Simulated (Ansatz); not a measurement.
A geometry of Sn away from equilibrium: the start of the relaxation of a relaxed Sn cell displaced along its unstable phonon at q = (½, ½, 0) of its primitive reciprocal cell (34i cm⁻¹), largest move 0.15 Å. The numbers are results of PBEsol (plane waves to 420 eV, PAW, scalar-relativistic; Ansatz, a first-principles code), not measurements. Γ-centred k-mesh 12×12×12 on the run's cell (coarser than for final values), Fermi–Dirac smearing 0.05 eV.

```xyz
4
Lattice="0.0000 5.5507 11.6898 1.6638 2.7753 11.6898 1.6638 2.7753 0.0000" Properties=species:S:1:pos:R:3 pbc="T T T"
Sn     1.8138     8.3260    13.2362
Sn     1.5138     5.5507     7.3913
Sn     1.8138     8.3260    21.8331
Sn     1.5138     5.5507    15.9882
```

Task: Predict the force on each atom, in eV/Å.

Result: 
| atom | Fx | Fy | Fz |
|---|---|---|---|
| Sn1 | 0.03 | 0.00 | -0.12 |
| Sn2 | -0.03 | 0.00 | -0.12 |
| Sn3 | 0.03 | 0.00 | 0.12 |
| Sn4 | -0.03 | 0.00 | 0.12 |

Task: What is the pressure?

Result: 0.0 GPa, compression positive.

Task: How much energy per atom can still be gained by relaxing?

Result: 0.05 eV/atom; the path ends in P6/mmm (No. 191) (AFLOW prototype A_hP1_191_a (A_f, as in Sn)).

No spin polarisation in the result.

The run could not lose the symmetry of its start: the end is stationary, and may be a saddle point rather than a minimum.

The end of the path is a generated cell of Sn: the first start was made by placing the elements on the sites of a structure type, and the end was not matched to a known phase here, so it may be hypothetical. Known forms of Sn include space group No. 141, 227.
